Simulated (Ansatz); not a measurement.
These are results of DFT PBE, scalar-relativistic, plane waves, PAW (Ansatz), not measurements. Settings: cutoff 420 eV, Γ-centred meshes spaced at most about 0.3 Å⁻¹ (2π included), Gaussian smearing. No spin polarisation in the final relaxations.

All energies are static (0 K, no zero-point motion). All come from trial cells, and lower structures may exist.

Problem. Order these relaxed structures of LiTlF4 by energy, lowest first, with the energy over the lowest of them.
1.

```
Li Tl F
1.0
     3.76619    0.00000    0.00000
     0.00000    3.76619    0.00000
     0.00000    0.00000    5.30552
Li Tl F
1 1 4
Direct
  0.00000 0.00000 0.00000
  0.50000 0.50000 0.50000
  0.50000 0.00000 0.25027
  0.00000 0.50000 0.74973
  0.50000 0.00000 0.74973
  0.00000 0.50000 0.25027
```

2.

```
Li Tl F
1.0
     3.78133    0.00000    0.00000
     0.00000    7.75455    0.00000
    -1.78546    0.00000    5.27738
Li Tl F
2 2 8
Direct
  0.19362 0.75000 0.90412
  0.80638 0.25000 0.09588
  0.50000 0.50000 0.50000
  0.50000 0.00000 0.50000
  0.87959 0.48184 0.25441
  0.87959 0.01816 0.25441
  0.62631 0.75000 0.75730
  0.61931 0.25000 0.73765
  0.12041 0.51816 0.74559
  0.12041 0.98184 0.74559
  0.38069 0.75000 0.26235
  0.37369 0.25000 0.24270
```

Solution. 2 (0 meV/atom), 1 (28 meV/atom). Forms: 2 P2_1/m; 1 Li and Tl ordered on fluorite sites, P4/mmm. Counting F atoms around Li and Tl (those within 1.25 times the shortest such distance or 1.15 times the sum of covalent radii, 1.27 where that leaves under three; the shortest distance is added where it exceeds 1.18 times the sum of covalent radii): cell 2 has Li 5, Tl 8; cell 1 has Li 8 from 2.3 Å, Tl 8.

These runs have no spin–orbit coupling, which can matter for Tl. Cells relaxed within their symmetry can be saddle points. The P2_1/m cell of LiTlF4 came from shaking the P4/mmm one. Some types were kept out of the candidates beforehand, so the set may lack a known form.
